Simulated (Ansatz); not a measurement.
# La, beta-Sn type: geometry optimisation

The calculation used DFT, r2SCAN, plane waves (500 eV) with PAW, scalar-relativistic in Ansatz 0.2.0. The PAW files were generated under PBE, with cores re-solved for the functional.

k-point mesh 10×10×7, Fermi-Dirac smearing 0.1 eV, no spin polarisation. Cell and atoms relax.

Starting structure:

```cif
data_structure
_symmetry_space_group_name_H-M 'P 1'
_symmetry_Int_Tables_number 1
_cell_length_a 5.0045
_cell_length_b 5.0045
_cell_length_c 5.0045
_cell_angle_alpha 97.454
_cell_angle_beta 97.454
_cell_angle_gamma 137.779
_cell_volume 78.57
loop_
_atom_site_label
_atom_site_type_symbol
_atom_site_fract_x
_atom_site_fract_y
_atom_site_fract_z
_atom_site_occupancy
La1 La 0.00000 0.00000 0.00000 1
La2 La 0.75000 0.25000 0.50000 1
```

Task: The pressure at the start is -2.0 GPa. By how much does the volume change?

Result: From 39.29 to 36.81 Å³ per atom, -6.3 %. The final cell has a = 3.652 Å, b = 12.008 Å, c = 3.809 Å, β = 118.17°.

The cell has left the beta-Sn structure type; it ends in C2/c.

Task: How much energy does the relaxation gain?

Result: 202.6 meV per atom.

Path of the relaxation (the plane waves are chosen anew near the end, which can shift the energy a little):

```
step  E − E(final) (meV/atom)  V (Å³/atom)  P (GPa)  max force (eV/Å)
   0                   202.60       39.286    -1.96             0.000
   1                   172.99       36.985    -0.82             0.000
   2                   157.18       34.417     0.64             0.006
   3                   155.64       35.332    -0.06             0.001
   4                   155.54       35.236     0.00             0.003
   5                   155.43       35.186     0.02             0.006
   6                   153.96       35.111     0.09             0.018
   7                   150.17       35.134     0.11             0.002
   8                   148.24       35.585    -0.15             0.058
   9                   146.76       35.421    -0.02             0.005
  10                   145.99       35.348     0.04             0.005
  11                   143.99       35.878    -0.06             0.016
  12                   135.74       35.540     0.53             0.071
  13                   120.82       36.126     0.39             0.083
  14                    97.31       36.215     0.59             0.117
  15                    57.67       36.414     0.56             0.141
  16                    10.99       36.314     0.26             0.021
  17                     6.73       36.153     0.21             0.007
  18                     4.12       36.547    -0.01             0.013
  19                     3.63       36.458     0.11             0.003
  20                     3.40       36.652    -0.01             0.001
  21                     3.39       36.629     0.01             0.000
  22                     0.30       36.629     0.12             0.000
  23                     0.03       36.815     0.00             0.000
  24                     0.00       36.815     0.00             0.000
```

The k-point mesh keeps fewer symmetry operations than the starting structure has, so the cell can leave it.
